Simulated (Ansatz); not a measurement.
TiSi2 (C49 type, space group Cmcm)

```
TiSi2
1.0
    1.77307    -6.78170     0.00000
    1.77307     6.78170     0.00000
    0.00000     0.00000     3.57984
Si Ti
4 2
Cartesian
  1.77307  -5.97909   2.68488
  1.77307   5.97909   0.89496
  1.77307   3.38704   2.68488
  1.77307  -3.38704   0.89496
  1.77307  -1.39956   2.68488
  1.77307   1.39956   0.89496
```

In this cell atom 2 (Si, nearest neighbour Si at 2.404 Å; its periodic images, 3.5 Å or more away, move with it) is moved by s towards the nearest neighbour, unit vector (0.000, 0.668, -0.744); all other atoms and the cell stay fixed.

Method: PBE (plane waves to 420 eV, PAW, scalar-relativistic; Ansatz, an electronic-structure program). k mesh 11×11×11 (Γ-centred), Fermi-Dirac smearing 0.05 eV. Energies are smeared free energies. Stress and pressure are positive under compression. With partly filled bands, energies and forces of such displacements shift with the k mesh and the smearing. This is one of several known forms of TiSi2; the measured ambient cells at hand have space group No. 70. TiSi2 is run without spin polarisation. TiSi2 was relaxed with its symmetry unable to fall. The zero of ΔE is the undisplaced structure.

Q: Give the computed ΔE (meV/cell) and P (GPa) at s (Å) = -0.576, 0.144, 0.288, 0.432, 0.576.

A: 
```
s (Å)   ΔE (meV/cell)  P (GPa)
------  -------------  -------
-0.576           1462      5.2
0.144             126      1.1
0.288             564      3.6
0.432            1458      7.9
0.576            3052     14.6
```

(For displaced atoms, the force is minus the slope of the energy, and its curvature is a force constant, which sets phonon frequencies.)
